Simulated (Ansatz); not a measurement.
## Calculated ²⁵Mg NMR of the central transition for LiMg14SbO16

Cell: a Materials Project structure (computed, not necessarily an observed phase), atoms as given.

```cif
data_LiMg14SbO16
_symmetry_space_group_name_H-M 'Pmmm'
_symmetry_Int_Tables_number 47
_cell_length_a 4.3287
_cell_length_b 8.6339
_cell_length_c 8.6352
_cell_angle_alpha 90.000
_cell_angle_beta 90.000
_cell_angle_gamma 90.000
loop_
_atom_site_label
_atom_site_type_symbol
_atom_site_symmetry_multiplicity
_atom_site_Wyckoff_symbol
_atom_site_fract_x
_atom_site_fract_y
_atom_site_fract_z
Li Li 1 a 0.0000 0.0000 0.0000
Mg2 Mg 1 c 0.0000 0.0000 0.5000
Mg3 Mg 1 g 0.0000 0.5000 0.5000
Mg4 Mg 2 o 0.5000 0.7690 0.0000
Mg6 Mg 2 p 0.5000 0.7534 0.5000
Mg8 Mg 2 s 0.5000 0.0000 0.7550
Mg9 Mg 2 t 0.5000 0.5000 0.7388
Mg12 Mg 4 u 0.0000 0.7612 0.7474
Sb Sb 1 e 0.0000 0.5000 0.0000
O17 O 2 q 0.0000 0.0000 0.7399
O18 O 2 r 0.0000 0.5000 0.7364
O21 O 4 v 0.5000 0.7471 0.7515
O25 O 1 b 0.5000 0.0000 0.0000
O26 O 1 f 0.5000 0.5000 0.0000
O27 O 1 d 0.5000 0.0000 0.5000
O28 O 1 h 0.5000 0.5000 0.5000
O29 O 2 m 0.0000 0.7594 0.0000
O31 O 2 n 0.0000 0.7490 0.5000
```

One atom of each set is listed.

The numbers come from a DFT calculation in Ansatz (PBE, plane waves and PAW, scalar-relativistic, 420 eV cutoff, Γ-centred 5×3×3 k-points, Fermi–Dirac smearing 0.02 eV).

²⁵Mg has I = 5/2 and Q = 199.4 mb (Pyykkö 2018); at 28.2 T its Larmor frequency is ν₀ = 73.6 MHz. Only the quadrupole interaction is simulated: positions count from each site's isotropic chemical shift, and J coupling is left out, as are shift anisotropy and dipolar coupling, which fast spinning averages.

Q: What does the ²⁵Mg spectrum (fast magic-angle spinning) show for each site?

A: 

| site | first shell | C_Q (MHz) | η | P_Q (MHz) | δ_QIS (ppm) | breadth (kHz) |
| --- | --- | --- | --- | --- | --- | --- |
| Mg2 | 6 O at 2.07–2.17 Å | -6.73 | 0.17 | 6.77 | -50.8 | 8.39 |
| Mg3 | 6 O at 2.04–2.16 Å | -4.53 | 0.51 | 4.72 | -24.7 | 4.21 |
| Mg4 | 6 O at 1.99–2.32 Å | -1.61 | 0.64 | 1.72 | -3.27 | 0.556 |
| Mg6 | 6 O at 2.13–2.19 Å | 0.849 | 0.53 | 0.888 | -0.874 | 0.149 |
| Mg8 | 6 O at 2.12–2.20 Å | 2.59 | 0.44 | 2.67 | -7.90 | 1.35 |
| Mg9 | 6 O at 2.06–2.26 Å | -2.69 | 0.32 | 2.74 | -8.33 | 1.41 |
| Mg12 | 6 O at 2.06–2.26 Å | -1.01 | 0.40 | 1.04 | -1.20 | 0.204 |

δ_QIS = −(ν_Q²/30ν₀²)[I(I+1) − 3/4](1 + η²/3) × 10⁶ ppm with ν_Q = 3|C_Q|/[2I(2I−1)]; it falls as 1/B₀² in ppm, and the breadth as 1/B₀ in kHz.

At Mg4 V_zz points along its shortest bond, to O (within 1°).

Hardware: 1 thread of Intel Xeon Platinum 8488C (Sapphire Rapids) (x86_64; 48 cores open to the job, memory cap 2.5 GiB, no GPU), a shared host with a load of 0.7 a core. Wall time 52 s, CPU time 52 s, peak memory 0.98 GiB.
